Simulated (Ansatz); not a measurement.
Sr: energy along a strain

Sr, P6_3/mmc, a = 4.310 Å, c = 7.050 Å (as given, not relaxed at this level: -0.9 GPa). This isn't the element's structure at ambient conditions. Ansatz: PBEsol, PAW, 420 eV, Γ-centred 12×12×8 mesh on 2 atoms, Gaussian smearing 0.15 eV; no spin polarisation. Cell vectors (Å): 4.310 0.000 0.000; -2.155 3.733 0.000; 0.000 0.000 7.050. The cell is strained by x per cent times the pattern (0 0 1 0 0 0) in the order xx yy zz yz xz xy (engineering shears), with fractional coordinates held. y is the free energy over the start, V0 = 56.708 Å³/atom.

| x (%) | y (meV/atom) |
| --- | --- |
| -2.00 | ? |
| -1.50 | -3.49 |
| -1.00 | -2.53 |
| -0.50 | -1.36 |
| 0.00 | 0.00 |
| 0.50 | 1.56 |
| 1.00 | 3.32 |
| 1.50 | 5.26 |
| 1.75 | 6.30 |
| 2.00 | 7.39 |

Question: Fit y = c1 x + c2 x² + c3 x³ to the other rows, get the stiffness along the pattern, and predict the missing energy.

Answer: Least squares on the rows shown. y = 2.928 x + 0.3934 x² − 0.004927 x³. The clamped-ion stiffness p·C·p = 2 × 3.934 eV × 160.2 / 56.708 Å³ = 22 GPa, which is C33 in these axes (second derivative at the start, which stands under stress). At x = -2.00 the fit asked for gives -4.24 meV/atom. The run gave -4.23 meV/atom, so the fit is 0.01 meV/atom too low, a small miss on the scale of the series.